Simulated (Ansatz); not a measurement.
VO2:
```yaml
crystal:
  lattice:
    - [4.53573, 0.00000, 0.00000]
    - [0.00000, 4.53573, 0.00000]
    - [0.00000, 0.00000, 2.80304]
  atoms:
    - { symbol: V, position: [0.00000, 0.00000, 0.00000], spin: 1.1 }
    - { symbol: V, position: [0.50000, 0.50000, 0.50000], spin: 1.1 }
    - { symbol: O, position: [0.29902, 0.29902, 0.00000], spin: 0.0 }
    - { symbol: O, position: [0.79902, 0.20098, 0.50000], spin: 0.0 }
    - { symbol: O, position: [0.20098, 0.79902, 0.50000], spin: 0.0 }
    - { symbol: O, position: [0.70098, 0.70098, 0.00000], spin: 0.0 }
```

Relaxed with PBEsol. Special points in fractions of this cell's reciprocal vectors: Γ (0.000, 0.000, 0.000); X (0.000, 0.500, 0.000); M (0.500, 0.500, 0.000); Z (0.000, 0.000, 0.500); R (0.000, 0.500, 0.500); A (0.500, 0.500, 0.500).

Problem. List the band energies nearest the Fermi level at these points for PBEsol in the plane-wave PAW code Ansatz.

Solution. In eV from the Fermi level; about four levels below and three above (degenerate sets whole), none deeper than 8.9 eV; points with the same levels are listed once.

```tsv
k	below	above
Γ ↑	-0.89 -0.32 -0.32 -0.27	1.91 2.01 4.15 4.15
X ↑	-2.34 -2.34 -0.36 -0.36	0.35 0.35 1.02 1.02
M ↑	-1.08 -1.08 -0.30 -0.30	1.44 1.44 3.40 3.40
Z ↑	-4.26 -4.26 -3.29 -3.29	0.42 0.42 0.65 0.65
R ↑	-2.67 -2.67 -0.91 -0.91	0.63 0.63 1.35 1.35
A ↑	-3.15 -3.15 -2.36 -2.36	0.07 0.07 0.43 0.43
Γ ↓	-2.20 -2.12 -2.12 -1.60	0.03 0.06 0.72
X ↓	-3.21 -3.21 -2.38 -2.38	0.66 0.66 1.44 1.44
M ↓	-2.86 -2.86 -0.02 -0.02	0.87 0.87 2.27 2.27
Z ↓	-4.15 -4.15 -3.24 -3.24	1.34 1.34 1.77 1.77
R ↓	-3.80 -3.80 -2.74 -2.74	0.17 0.17 1.75 1.75
A ↓	-3.04 -3.04 -2.36 -2.36	0.98 0.98 1.37 1.37
```

Space group P4_2/mnm (rutile). This is a known high-temperature phase of the composition, computed here at zero pressure and temperature. The cell was relaxed with PBEsol under the symmetry of its start; its stability against distortions is not shown here. Magnetic state: ferromagnetic, chosen from 5 collinear starts compared on coarse meshes (ties went to the first, and starts can fall back to one state), not a proven ground state. No Hubbard U is applied. The compound may be a true metal, but semilocal functionals without U, or a wrong spin order, can also close a gap.

Potentials: the later of the program's two PAW sets.
